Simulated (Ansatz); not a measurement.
One stationary structure of AlP. Space group P6₃mc (No. 186), AFLOW prototype AB_hP8_186_ab_ab (B5, as in SiC). All values below come from PBEsol (plane waves to 420 eV, PAW, scalar-relativistic; Ansatz, a quantum-chemistry and plane-wave program).

```cif
data_Al4P4
_chemical_formula_sum 'Al4 P4'
_space_group_name_H-M_alt 'P 1'
_space_group_IT_number 1
_cell_length_a 3.86424
_cell_length_b 3.86424
_cell_length_c 12.65275
_cell_angle_alpha 90.000
_cell_angle_beta 90.000
_cell_angle_gamma 120.000
loop_
_space_group_symop_operation_xyz
  'x, y, z'
loop_
_atom_site_label
_atom_site_type_symbol
_atom_site_fract_x
_atom_site_fract_y
_atom_site_fract_z
_atom_site_occupancy
Al1 Al 0.00000 0.00000 0.00017 1
Al2 Al 0.00000 0.00000 0.50017 1
Al3 Al 0.66667 0.33333 0.75013 1
Al4 Al 0.33333 0.66667 0.25013 1
P1 P 0.00000 0.00000 0.81298 1
P2 P 0.00000 0.00000 0.31298 1
P3 P 0.66667 0.33333 0.56235 1
P4 P 0.33333 0.66667 0.06235 1
```

Problem. Predict the band gap from PBEsol.

Solution. 1.77 eV, indirect (valence top at Γ, conduction bottom at M) (no spin-orbit coupling).

Problem. What smallest direct gap does PBEsol give?

Solution. 2.51 eV at Γ.

No spin polarisation in the result.

The run could not lose the symmetry of its start.

The first start was generated by placing the elements on the sites of a structure type. Materials Project lists a structure of AlP in the same space group, P6₃mc (No. 186); the sites were not compared with it, nor with measured phases. Known forms of AlP include space group No. 216.
